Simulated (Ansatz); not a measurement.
Input and command of a calculation in Ansatz (plane waves; scalar-relativistic PAW potentials unless the input names others):

```yaml
crystal:
  lattice:
    - [-1.8036916921, 1.8036916921, 1.8036916921]
    - [1.8036916921, -1.8036916921, 1.8036916921]
    - [1.8036916921, 1.8036916921, -1.8036916921]
  atoms:
    - { symbol: Hf, position: [0.0, 0.0, 0.0] }
basis:
  ecutwfc: 500
  ecutrho_ratio: 1
kpoints:
  mp_grid: { grid: [16, 16, 16] }
hamiltonian:
  xc: r2scan
scf:
  occupations: { method: gaussian, width: 0.1 }
  max_iter: 100
output:
  forces: true
  eigenvalues: true
  stress: true
```

```bash
ansatz run input.yaml --threads 1 --pin off --max-ram 2560MiB --backend cpu --events-out ev --progress --plain --runs-dir out
```

Abridged log:
```
Basis set: ecut = 500 eV, 603 PW (Γ), exchange–correlation on 72×72×72 points (64 copies of the dense FFT grid, shifted against one another)
Bands: 17, of which v1, the nominal top of the filled ones, is band 13 counted from 1 (12 counted from 0)
Symmetry: 48 space group operations
k-points: 145 of 4096
SCF iter   1: F=—  HF=-15732.883853 eV  |F-HF|=—  |Δ(HF+E_count)|=         —  Δρ=7.80e-3  dr2=6.90e-3  dr2_τ=2.26e-2  ethr=1.77e-3  ⟨swp⟩=4.3  Hψ=10256  notcnv=0
SCF iter   2: F=—  HF=-15732.884878 eV  |F-HF|=—  |Δ(HF+E_count)|=   1.03e-3  Δρ=3.55e-3  dr2=1.03e-3  dr2_τ=5.86e-4  ethr=2.65e-5  ⟨swp⟩=3.1  Hψ=6802  notcnv=0  defer=23
SCF iter   3: F=—  HF=-15732.884425 eV  |F-HF|=—  |Δ(HF+E_count)|=   4.53e-4  Δρ=2.71e-3  dr2=6.55e-4  dr2_τ=3.82e-7  ethr=3.97e-6  ⟨swp⟩=2.4  Hψ=4651  notcnv=0  defer=23
SCF iter   4: F=—  HF=-15732.884663 eV  |F-HF|=—  |Δ(HF+E_count)|=   2.38e-4  Δρ=4.35e-4  dr2=3.32e-5  dr2_τ=2.13e-6  ethr=2.52e-6  ⟨swp⟩=2.1  Hψ=3752  notcnv=0  defer=23
SCF iter   5: F=—  HF=-15732.884665 eV  |F-HF|=—  |Δ(HF+E_count)|=   2.16e-6  Δρ=2.04e-4  dr2=6.75e-6  dr2_τ=7.57e-7  ethr=1.28e-7  ⟨swp⟩=2.0  Hψ=4330  notcnv=0  defer=23
SCF iter   6: F=—  HF=-15732.884667 eV  |F-HF|=—  |Δ(HF+E_count)|=   1.68e-6  Δρ=1.82e-5  dr2=3.23e-8  dr2_τ=2.92e-8  ethr=3.85e-10  ⟨swp⟩=5.3  Hψ=14128  notcnv=0
SCF iter   7: F=-15732.884667 eV  HF=-15732.884667 eV  |F-HF|=6.31e-9  |Δ(HF+E_count)|=   3.72e-8  Δρ=1.44e-5  dr2=2.92e-8  dr2_τ=1.43e-9  ethr=1.24e-10  ⟨swp⟩=4.9  Hψ=9706  notcnv=0
SCF 1 converged in 7 iterations: F = -15732.884667 eV  dr2 = 2.92e-8
SCF converged after 7 iterations
Free energy (F): -15732.884667 eV
Harris-Foulkes:  -15732.884667 eV  (|F-HF|=6.31e-9)
Internal energy: -15732.874409 eV  (E = F + TS)
E sigma→0 (E₀):  -15732.879538 eV
Entropy (-TS):   -0.010258 eV (-10.258 meV/atom)
Fermi energy:    18.476743 eV
--- Forces (eV/Å), atoms counted from 1 ---
  atom   1  Hf     0.00000000     0.00000000     0.00000000
--- Stress (GPa, compression-positive) ---
       -3.465536       0.000000       0.000000
        0.000000      -3.465536       0.000000
        0.000000       0.000000      -3.465536
  P = ⅓ Tr σ = -3.4655 GPa (-34.655 kbar)
```

**Question.** What is wrong with this input?

**Answer.** The fault is a density cutoff too low for products of the waves, which reach up to 4 times the waves' cutoff (basis.ecutrho_ratio: not typed → 1, the first being the value of the sound run). Setting it back cures it. The log, from which this was withheld above, says: «Warning: basis.ecutrho_ratio = 1 (ecutrho = 500 eV) is below the records' recommended 2000 eV» «settings of this run that can trade accuracy for cost: basis.ecutrho_ratio < 4. Do not mix this run's numbers with those of runs without the same settings; the input reference describes each key» The run converged all the same, with an energy at zero smearing 48.89 meV/atom below the reference's, pressure -3.47 GPa, largest force 0.000 eV/Å, no gap on the mesh, so convergence alone doesn't show that an input is right. A reference run from the same start on usual settings converged with pressure -5.29 GPa, largest force 0.000 eV/Å, no gap on the mesh.

Time: 13 s on 1 thread of Arm Neoverse V1, with other jobs on the host, peak memory 0.37 GiB.